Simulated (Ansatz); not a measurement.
Zn (hcp, Mg type)

```xyz
2
Lattice="2.6467 0.0000 0.0000 -1.3234 2.2921 0.0000 0.0000 0.0000 4.6781" Properties=species:S:1:pos:R:3 pbc="T T T"
Zn     0.0000     1.5281     3.5086
Zn     1.3234     0.7640     1.1695
```

The slice is a (0001) plane (indices of the conventional cell) through the point (0.333, 0.667, 0.750) (fractional), spanned by u = [110] and v = [1 -1 0] in vectors of this cell: u (2.65 Å) and v (4.58 Å, at 90° to u). It covers one period; positions are fractions (u, v).

Calculation: r2SCAN (plane waves to 500 eV, PAW, scalar-relativistic; Ansatz, a quantum-chemistry and plane-wave program). k mesh 20×20×10. Near the nuclei the fields are pseudised (PAW); where an atom keeps semicore shells as valence, they peak there. The PAW data are Ansatz's earlier set. Zn was relaxed with its symmetry unable to fall.

Three fields on this plane, each scaled to ten steps between its own extremes (0 low, 9 high; the total valence density on a logarithmic scale, the potential cut 8 eV below its top; x marks points blanked near nuclei; v = 0 in the bottom row):

Map A
```
|xxxxxx02520xxxxx|
|xxxxxx04640xxxxx|
|xxxxxx15851xxxxx|
|xxxxx0389830xxxx|
|xxxx036999630xxx|
|xx0135777775310x|
|1123443222344321|
|4444210xxx012444|
|55420xxxxxxx0245|
|5420xxxxxxxxx024|
|530xxxxxxxxxxx03|
|420xxxxxxxxxxx02|
|420xxxxxxxxxxx02|
|42xxxxxxxxxxxxx2|
|520xxxxxxxxxxx02|
|640xxxxxxxxxxx04|
|851xxxxxxxxxxx15|
|9830xxxxxxxxx038|
|99630xxxxxxx0369|
|7775310xxx013577|
|2234432111234432|
|xx0124444444210x|
|xxxx024555420xxx|
|xxxxx0245420xxxx|
|xxxxxx03530xxxxx|
|xxxxxx02420xxxxx|
|xxxxxx02420xxxxx|
|xxxxxxx242xxxxxx|
```

Map B
```
|xxxxxx95359xxxxx|
|xxxxxx84348xxxxx|
|xxxxxx63236xxxxx|
|xxxxx8422248xxxx|
|xxxx853222358xxx|
|xx8653322233568x|
|4433344555443334|
|1113468xxx864311|
|00147xxxxxxx7410|
|0037xxxxxxxxx730|
|125xxxxxxxxxxx52|
|237xxxxxxxxxxx73|
|349xxxxxxxxxxx94|
|35xxxxxxxxxxxxx5|
|359xxxxxxxxxxx95|
|348xxxxxxxxxxx84|
|236xxxxxxxxxxx63|
|2248xxxxxxxxx842|
|22358xxxxxxx8532|
|2233568xxx865332|
|5544333444333445|
|xx8643111113468x|
|xxxx741000147xxx|
|xxxxx7300037xxxx|
|xxxxxx52125xxxxx|
|xxxxxx73237xxxxx|
|xxxxxx94349xxxxx|
|xxxxxxx535xxxxxx|
```

Map C
```
|xxxxxx06760xxxxx|
|xxxxxx37873xxxxx|
|xxxxxx68986xxxxx|
|xxxxx3799973xxxx|
|xxxx378999873xxx|
|xx2567888887652x|
|6666677777776666|
|8877652xxx256778|
|99763xxxxxxx3679|
|9873xxxxxxxxx378|
|876xxxxxxxxxxx67|
|773xxxxxxxxxxx37|
|760xxxxxxxxxxx06|
|66xxxxxxxxxxxxx6|
|760xxxxxxxxxxx06|
|873xxxxxxxxxxx37|
|986xxxxxxxxxxx68|
|9973xxxxxxxxx379|
|99873xxxxxxx3789|
|8887652xxx256788|
|7777666666666777|
|xx2567788877652x|
|xxxx367999763xxx|
|xxxxx3789873xxxx|
|xxxxxx67876xxxxx|
|xxxxxx37773xxxxx|
|xxxxxx06760xxxxx|
|xxxxxxx666xxxxxx|
```

Q: Assign the maps to these fields: electron localisation function (ELF); valence electron density; electrostatic potential energy of an electron, from the cell's mean.

A: A is the electron localisation function (ELF); B is the valence electron density; C is the electrostatic potential energy of an electron, from the cell's mean.
